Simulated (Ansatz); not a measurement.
**Property card for CuIr$_{2}$S$_{4}$**

CuIr$_{2}$S$_{4}$:
```cif
data_Cu2Ir4S8
_chemical_formula_sum 'Cu2 Ir4 S8'
_space_group_name_H-M_alt 'P 1'
_space_group_IT_number 1
_cell_length_a 6.86469
_cell_length_b 6.86469
_cell_length_c 6.86469
_cell_angle_alpha 60.000
_cell_angle_beta 60.000
_cell_angle_gamma 60.000
loop_
_space_group_symop_operation_xyz
  'x, y, z'
loop_
_atom_site_label
_atom_site_type_symbol
_atom_site_fract_x
_atom_site_fract_y
_atom_site_fract_z
_atom_site_occupancy
Cu1 Cu 0.50000 0.50000 0.50000 1
Cu2 Cu 0.75000 0.75000 0.75000 1
Ir1 Ir 0.12500 0.12500 0.12500 1
Ir2 Ir 0.62500 0.12500 0.12500 1
Ir3 Ir 0.12500 0.12500 0.62500 1
Ir4 Ir 0.12500 0.62500 0.12500 1
S1 S 0.88417 0.88417 0.88417 1
S2 S 0.90250 0.36583 0.36583 1
S3 S 0.88417 0.88417 0.34750 1
S4 S 0.36583 0.90250 0.36583 1
S5 S 0.34750 0.88417 0.88417 1
S6 S 0.36583 0.36583 0.36583 1
S7 S 0.88417 0.34750 0.88417 1
S8 S 0.36583 0.36583 0.90250 1
```

Space group Fd-3m (No. 227), spinel; conventional cell a = 9.7081 Å, b = 9.7081 Å, c = 9.7081 Å, α = 90.00°, β = 90.00°, γ = 90.00°.

Method: LDA (plane waves, PAW; program Ansatz). The cell and atoms are relaxed at this level. Other levels are named where they apply.

**Cell and energy**

Volume per atom: 16.34 Å³
Density: 8.37 g/cm³
Formation energy from the elements (no fitted shifts): -46 kJ/mol of atoms

**Electronic structure**

Electronic character: metallic (no gap)
Density of states at the Fermi level: 0.50 states/eV per atom (mean over ±0.08 eV)

**Mechanics**

- Bulk modulus (Birch–Murnaghan fit) = 140 GPa
- Pressure derivative B′ = 5.4
- Elastic constants (relaxed ions, GPa) = C11 = 211, C12 = 105, C44 = 49.3
- Mechanical stability = stable (all eigenvalues of C positive)
- Hill bulk and shear moduli = 140 and 50.8 GPa
- Young's modulus = 136 GPa
- Poisson's ratio = 0.34
- Debye temperature from the elastic constants = 325 K

**Phonons**

Highest zone-centre frequency: 420 cm⁻¹
Zone-centre stability: no imaginary mode at Γ

The measured cell (COD 9009941, doi:10.1143/JPSJ.63.3333; 295 K, pressure taken as ambient) has 17.05 Å³ per atom; the computed volume differs by -4.2 %, which includes thermal expansion and zero-point motion.

The workflow started from an entry of the Crystallography Open Database (COD, 295 K), which files this formula under 2 space groups. Whether it is the stable phase at ambient conditions was not checked. The LDA relaxation kept the symmetry of its start. No spin polarisation was allowed. As this level gives no gap, shear constants depend on the k-mesh and smearing (Fermi–Dirac, 0.1 eV here). As this level gives no gap, phonon frequencies hold no LO–TO term and depend on the k-mesh and smearing (Fermi–Dirac, 0.1 eV here). The references are the lowest solids computed at this level, not always the standard phases. Scalar-relativistic: spin–orbit coupling is off unless named, which matters more the heavier the elements.

Potentials: the later of the program's two PAW sets.
